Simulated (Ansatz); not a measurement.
BePt (L1₀ or tetragonal B2) was relaxed and computed twice in Ansatz (plane waves, PAW), once with PBE and once with r²SCAN.

```csv
,run 1,run 2
cell,"a = 2.7807 Å, b = 2.7807 Å, c = 2.9387 Å, α = 90.00°, β = 90.00°, γ = 90.00°","a = b = 2.7965 Å, c = 2.9553 Å, α = β = γ = 90.00°"
ΔH_f (eV/atom),-0.77,-0.74
B₀ by P(V) fit (GPa),223,209
```

Task: Which run used which functional?

Result: Run 1 is r²SCAN, run 2 is PBE.

Constructed cells (a structure type filled with these elements, in neither database checked): BePt, L1₀ or tetragonal B2. All cells were relaxed under the symmetry of their starts (and spin orders); stability against distortions was not tested throughout. Rows with no word on spin ran without spin polarisation. Scalar-relativistic: spin–orbit coupling is off unless named, which matters more the heavier the elements.

Potentials: the earlier of the program's two PAW sets.

Ansatz (an electronic-structure program) is a plane-wave DFT program.

Formation energies count from the lowest solids of the elements computed at the same level, not from gases.
